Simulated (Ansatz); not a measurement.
## Elastic constants of SrO (Fm-3m), step by step

```xyz
2
Lattice="0.0000 2.5322 2.5322 2.5322 0.0000 2.5322 2.5322 2.5322 0.0000" Properties=species:S:1:pos:R:3 pbc="T T T"
Sr    2.5322    2.5322    2.5322
O     0.0000    0.0000    0.0000
```

The conventional cell has a = 5.064 Å, b = 5.064 Å, c = 5.064 Å, α = 90.00°, β = 90.00°, γ = 90.00°. Around Sr (atom 1) lie 6 O at 2.53 Å. Around O (atom 2) lie 6 Sr at 2.53 Å.

Unless marked otherwise, the numbers come from LDA, all-electron LAPW in Ansatz 0.2.0, scalar-relativistic. k mesh 8×8×8, fixed occupations, basis error target 1 meV/atom. The cell was relaxed by PAW under this functional.

The cell is cubic and carries a residual pressure of 0.01 GPa at this level. Each strain component that symmetry leaves independent is applied at ±0.005, the ions relax wherever a strain frees them, and the stress (tension positive, GPa) is read. Shears are engineering strains, γ = 2ε.

```json
{"strain": "xx", "size": "-0.005", "σxx": "-1.0866", "σyy": "-0.2700", "σzz": "-0.2700", "σyz": "0.0000", "σxz": "0.0000", "σxy": "0.0000"}
{"strain": "xx", "size": "+0.005", "σxx": "1.0064", "σyy": "0.2512", "σzz": "0.2512", "σyz": "0.0000", "σxz": "0.0000", "σxy": "0.0000"}
{"strain": "yz", "size": "-0.005", "σxx": "-0.0049", "σyy": "-0.0066", "σzz": "-0.0066", "σyz": "-0.2803", "σxz": "0.0000", "σxy": "0.0000"}
{"strain": "yz", "size": "+0.005", "σxx": "-0.0049", "σyy": "-0.0066", "σzz": "-0.0066", "σyz": "0.2803", "σxz": "0.0000", "σxy": "0.0000"}
```

A central difference gives one constant, for example C11 ≈ (1.0064 − (-1.0866))/(0.01) = 209.3 GPa; the program then imposes the crystal's symmetry on the whole matrix.

What are the independent elastic constants?

C11 = 209.3, C12 = 52.1, C44 = 56.1 GPa.

Do they meet the Born conditions?

C11 − C12 = 157.2, C11 + 2C12 = 313.5 and C44 = 56.1 GPa must all be positive, so the crystal is elastically stable; that says nothing yet of its phonons.

What moduli does a random aggregate of grains have?

B = (C11 + 2C12)/3 = 104.5 GPa. G_V = (C11 − C12 + 3C44)/5 = 65.1 and G_R = 5(C11 − C12)C44/(4C44 + 3(C11 − C12)) = 63.3, so G_H = 64.2 GPa. Then E = 9BG/(3B + G) = 159.9 GPa, ν = (3B − 2G)/(6B + 2G) = 0.245 and B/G = 1.63, on the brittle side of Pugh's 1.75 (a rule of thumb, made for metals; it doesn't predict ductility here).

With the density of 5.299 g/cm³, how fast does sound travel, and what Debye temperature follows?

```tsv
direction	slow (m/s)	middle (m/s)	fast (m/s)
[100]	3253	3253	6285
[110]	3253	3851	5937
[111]	3663	3663	5816
```

The mean of v⁻³ over directions and branches gives v_m = 3852 m/s and θ_D = (ħ/k_B) v_m (6π²n)^(1/3) = 453 K, n being atoms per volume. Young's modulus spans 143 to 189 GPa over directions, and the universal anisotropy index is 0.14.

How far do the constants move if PAW replaces LAPW in the same cell?

| constant | LAPW (GPa) | PAW (GPa) | difference |
| --- | --- | --- | --- |
| C11 | 209.3 | 208.7 | -0.6 |
| C12 | 52.1 | 52.1 | 0.0 |
| C44 | 56.1 | 55.9 | -0.2 |

Limits of these numbers: the frozen-core PAW files of the compared runs were fitted under PBE, their cores solved anew for this functional.
